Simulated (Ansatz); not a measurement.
Values for one crystal, relaxed and computed with r²SCAN (plane waves, PAW; program Ansatz); other levels are named.

```yaml
volume_per_atom: 14.63 Å³
electronic_character: metallic (no gap)
hill_bulk_and_shear_moduli: 180 and 88.5 GPa
debye_temperature_from_the_elastic_constants: 425 K
Gap with spin–orbit coupling: none (metallic)
Bulk modulus (Birch–Murnaghan fit): 180 GPa
Density of states at the Fermi level: 0.62 states/eV per atom (mean over ±0.08 eV)
```

Problem. Which of these materials gives this?
(A) AlSi3C3N, P3m1 (Pearson symbol hP8)
(B) Mo2C, Pbcn (Mo on 8d, C on 4c)
(C) AlCr2C, P6_3/mmc (Al on 2d, Cr on 4f, C on 2a)
(D) InMo2C, P6_3/mmc (In on 2d, Mo on 4f, C on 2a)

Solution. D, InMo2C, P6_3/mmc (In on 2d, Mo on 4f, C on 2a)

The start of the workflow was typed in or built on a structure type; neither database checked (COD, Materials Project) lists it. Its standing as an ambient phase is unchecked. The r²SCAN relaxation kept the symmetry of its start; whether a distortion lowers the energy is not shown. The run is not spin-polarised. As this level gives no gap, shear constants depend on the k-mesh and smearing (Fermi–Dirac, 0.1 eV here). Scalar-relativistic: spin–orbit coupling is off unless named, which matters more the heavier the elements.

Potentials: the earlier of the program's two PAW sets.
